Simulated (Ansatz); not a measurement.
Computed properties of BaTiHO$_{2}$

BaTiHO$_{2}$:
```
CELL_PARAMETERS angstrom
      4.03564     0.00000     0.00000
      0.00000     4.03564     0.00000
      0.00000     0.00000     7.92925
ATOMIC_POSITIONS crystal
  Ba 0.50000 0.50000 0.25000
  Ti 0.00000 0.00000 0.00000
  O  0.50000 0.00000 0.00000
  O  0.00000 0.50000 0.00000
  H  0.00000 0.00000 0.25000
  Ba 0.50000 0.50000 0.75000
  Ti 0.00000 0.00000 0.50000
  O  0.50000 0.00000 0.50000
  O  0.00000 0.50000 0.50000
  H  0.00000 0.00000 0.75000
```
The run is spin-polarised; directions of the spins, atom by atom: 0 ↑ 0 0 0 0 ↓ 0 0 0.

Space group P4/mmm (No. 123); conventional cell a = b = 4.036 Å, c = 3.965 Å, α = β = γ = 90.00°.

Method: the program Ansatz at the r²SCAN level (PAW). Structure relaxed to zero pressure with the same functional. Other levels are named where they apply.

### Cell and energy

```yaml
volume_per_atom: 12.91 Å³
density: 5.61 g/cm³
Formation energy from the elements (no fitted shifts): -2.43 eV/atom
```

### Electronic structure

```yaml
electronic_character: metallic (no gap)
Density of states at the Fermi level: 0.18 states/eV per atom (mean over ±0.08 eV)
```

### Magnetism

```yaml
magnetic_order: antiferromagnetic
net_moment: 0.00 μB per atom
```

### Mechanics

```yaml
Bulk modulus (Birch–Murnaghan fit): 123 GPa
Pressure derivative B′: 4.4
```

### Charges

```yaml
bader_charges: Ba +1.50, Ti +1.90, O -1.37, H -0.66 e
```

The start of the workflow was typed in or built on a structure type; neither database checked (COD, Materials Project) lists it. Whether it is the stable phase at ambient conditions was not checked. Symmetry was held in the r²SCAN relaxation, as lowered by the spin order; whether a distortion lowers the energy is not shown. Magnetic state: antiferromagnetic, chosen from 4 collinear starts compared on coarse meshes (ties went to the first, and starts can fall back to one state), not a proven ground state. Other orbital occupations within this spin state were not tried. No Hubbard U is applied. The compound may be a true metal, but semilocal functionals without U, or a wrong spin order, can also close a gap. Point labels and valley counts follow the cell and symmetry of the run, lower than the named group. The references are the lowest solids computed at this level, not always the standard phases (solids in place of the gases). Scalar-relativistic: spin–orbit coupling is off unless named, which matters more the heavier the elements.

Potentials: the later of the program's two PAW sets.
